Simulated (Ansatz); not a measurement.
**Co₃W: one atom moved along a line**

Theory: DFT PBEsol, scalar-relativistic, plane waves, PAW in Ansatz. Cutoff 420 eV, Γ-centred 14×14×14 k-points, Gaussian smearing of 0.15 eV. Spin–orbit coupling is left out, which matters for the heavy elements here. Collinear spins, started from moments -0.2, -0.2, -0.2, 0.0 μB in atom order; the magnetic state may not be the lowest. Energies are free energies at this smearing, counted from the undisturbed cell; pressure is positive in compression.

The starting cell (relaxed at this level; with this scan's settings it stands at -0.1 GPa; it needn't be the usual structure):

```
CELL_PARAMETERS angstrom
3.55056 0.00000 0.00000
0.00000 3.55056 0.00000
0.00000 0.00000 3.55056
ATOMIC_POSITIONS crystal
Co 0.50000 0.50000 0.00000
Co 0.50000 0.00000 0.50000
Co 0.00000 0.50000 0.50000
W 0.00000 0.00000 0.00000
```

Atom 1 (Co) is moved by x along the Cartesian unit vector (0.000, 0.000, 1.000); the cell and all other atoms stay fixed. The cell is metallic on the mesh throughout.

```csv
x (Å),ΔE (meV/cell)
-0.3000,456.3
-0.1000,48.7
0.0000,0.0
0.2000,198.2
```

Task: Predict the moment (μB/cell) at each point.

Result:
```
  x (Å) moment (μB/cell)
-0.3000             -0.38
-0.1000             -0.32
 0.0000             -0.31
 0.2000             -0.33
```

Cost: 4 runs of about 5.6 core-minutes in all, on Intel Xeon 6975P-C (Granite Rapids) (shared hosts).